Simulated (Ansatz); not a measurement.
MoSe:
Space group P6₃/mcm (No. 193); a = b = 8.751 Å, c = 4.424 Å, α = β = 90.00°, γ = 120.00°

| atom | site | symmetry | x | y | z |
|---|---|---|---|---|---|
| Mo | 6g | m2m | 0.1794 | 0.1794 | 0.7500 |
| Se | 6g | m2m | 0.3435 | 0.3435 | 0.2500 |

Relaxed at zero pressure with DFT-PBE+D3(BJ) in the program Ansatz with PAW potentials.

Question: The volume is raised by 6 % and shape and atoms relax at that volume. What pressure results, and how do the axes share the change?

Answer: -0.8 GPa; a 2.9 %, b 2.9 %, c 0.1 %; the energy rises by 4 meV/atom.

Question: Give the new structure.

Answer: 
Space group P6₃/mcm (No. 193); a = 9.0068 Å, b = 9.0068 Å, c = 4.4271 Å, α = 90.00°, β = 90.00°, γ = 120.00°

```
atom  site  symmetry       x       y       z
----  ----  --------  ------  ------  ------
Mo      6g       m2m  0.1745  0.1745  0.7500
Se      6g       m2m  0.3347  0.3347  0.2500
```

The phase is kept; no other phase was compared at this pressure.

Space group P6_3/mcm. The start of the workflow was typed in or built on a structure type; neither database checked (COD, Materials Project) lists it. Its standing as an ambient phase is unchecked. The PBE+D3(BJ) relaxation kept the symmetry of its start; its stability against distortions is not shown here. The workflow began spin-polarised and lost its moments.

Potentials: the earlier of the program's two PAW sets.
